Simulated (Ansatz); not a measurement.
Consider the following.

FeBiO3:
```
FeBiO3
1.0
    2.78773     1.60950     4.66518
   -2.78773     1.60950     4.66518
    0.00000    -3.21900     4.66518
Fe Bi O
2 2 6
Direct
  0.02110   0.02110   0.02110
  0.52110   0.52110   0.52110
  0.73844   0.73844   0.73844
  0.23844   0.23844   0.23844
  0.30965   0.78360   0.78360
  0.78360   0.78360   0.30965
  0.78360   0.30965   0.78360
  0.80965   0.28360   0.28360
  0.28360   0.28360   0.80965
  0.28360   0.80965   0.28360
```
The run is spin-polarised.

This is the PBEsol-relaxed structure.

Problem. All from plane-wave PAW PBEsol (Ansatz code), unless another level is named. Estimate the magnetic order.

Solution. antiferromagnetic.

Problem. Predict the Bader charges.

Solution. Fe +1.65, Bi +1.82, O -1.16 e.

Problem. Predict the electronic dielectric constant ε∞ (DFPT).

Solution. 13.0 (xx = yy), 10.5 (zz).

Problem. Give the Born charges (a third of the trace).

Solution. Fe +3.98, Bi +4.32, O -2.77 e.

Space group R3m. The workflow started from a Materials Project entry (that database holds measured and hypothetical structures alike); the Crystallography Open Database copy checked does not list it. It is not the phase usual at ambient conditions (space group No. 161). The cell was relaxed with PBEsol under the symmetry of its start, as lowered by the spin order; whether a distortion lowers the energy is not shown. The final state is antiferromagnetic, chosen from 5 collinear starts compared on coarse meshes (ties went to the first, and starts can fall back to one state), not a proven ground state. No Hubbard U is applied. Spin–orbit coupling is left out wherever it is not named.

Potentials: the later of the program's two PAW sets.
